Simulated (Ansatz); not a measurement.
Ir:
Space group Im-3m (No. 229); a = b = c = 3.088 Å, α = β = γ = 90.00°

```
atom  site  symmetry       x       y       z
----  ----  --------  ------  ------  ------
Ir      2a      m-3m  0.0000  0.0000  0.0000
```
(The calculation used a cell of 1 atom; values per cell refer to that cell.)

Relaxed with r²SCAN.

Task: Which orbitals make up the states near the Fermi level in DFT-r²SCAN in the program Ansatz with PAW potentials?

Result: Within 0.5 eV of the Fermi level: Ir 5d 96 %. Projections are on Löwdin-orthogonalised atomic valence shells; empty p or d shells of many metals are not among them.

Task: Tabulate the density of states.

Result: States/eV per cell of 1 atom, in 0.25 eV bins, energy from the Fermi level.

```csv
E (eV),total,Ir 5d,Ir 6s,Ir 5p
-7.85,0.21,0.05,0.16,0.00
-7.60,0.41,0.19,0.22,0.00
-7.35,0.67,0.40,0.27,0.01
-7.10,0.73,0.47,0.25,0.01
-6.85,0.85,0.61,0.23,0.01
-6.60,0.96,0.74,0.21,0.01
-6.35,1.17,0.96,0.19,0.01
-6.10,1.32,1.14,0.16,0.01
-5.85,0.90,0.79,0.10,0.01
-5.60,0.46,0.43,0.03,0.00
-5.35,1.35,1.32,0.01,0.00
-5.10,1.80,1.76,0.01,0.01
-4.85,1.89,1.84,0.02,0.01
-4.60,1.25,1.20,0.03,0.00
-4.35,1.10,1.03,0.05,0.00
-4.10,1.19,1.09,0.07,0.01
-3.85,2.22,1.98,0.16,0.01
-3.60,1.40,1.24,0.11,0.01
-3.35,0.74,0.62,0.07,0.00
-3.10,0.59,0.48,0.06,0.00
-2.85,0.52,0.44,0.05,0.00
-2.60,0.51,0.43,0.04,0.00
-2.35,0.53,0.46,0.03,0.00
-2.10,0.63,0.57,0.03,0.00
-1.85,0.95,0.88,0.03,0.00
-1.60,1.06,1.00,0.03,0.00
-1.35,1.19,1.14,0.02,0.00
-1.10,1.49,1.44,0.02,0.00
-0.85,1.55,1.51,0.02,0.00
-0.60,1.59,1.55,0.01,0.00
-0.35,1.65,1.63,0.01,0.00
-0.10,2.55,2.50,0.03,0.00
0.15,1.76,1.65,0.07,0.00
0.40,1.03,0.92,0.08,0.00
0.65,0.82,0.71,0.08,0.00
0.90,0.72,0.61,0.07,0.00
1.15,0.67,0.57,0.07,0.00
1.40,0.64,0.55,0.06,0.00
1.65,0.56,0.47,0.06,0.00
1.90,0.38,0.29,0.07,0.00
2.15,0.28,0.19,0.07,0.00
2.40,0.28,0.17,0.07,0.00
2.65,0.26,0.14,0.07,0.00
2.90,0.25,0.13,0.08,0.00
3.15,0.25,0.11,0.08,0.00
3.40,0.24,0.10,0.08,0.00
3.65,0.24,0.09,0.08,0.00
3.90,0.24,0.09,0.08,0.00
4.15,0.23,0.08,0.08,0.00
4.40,0.23,0.07,0.07,0.00
4.65,0.22,0.06,0.07,0.00
```

The start of the workflow was typed in or built on a structure type; neither database checked (COD, Materials Project) lists it. It is not the phase usual at ambient conditions (space group No. 225). The cell was relaxed with r²SCAN under the symmetry of its start. At this level the phase is mechanically unstable. The run is not spin-polarised. Spin–orbit coupling is left out wherever it is not named.

Potentials: the earlier of the program's two PAW sets.
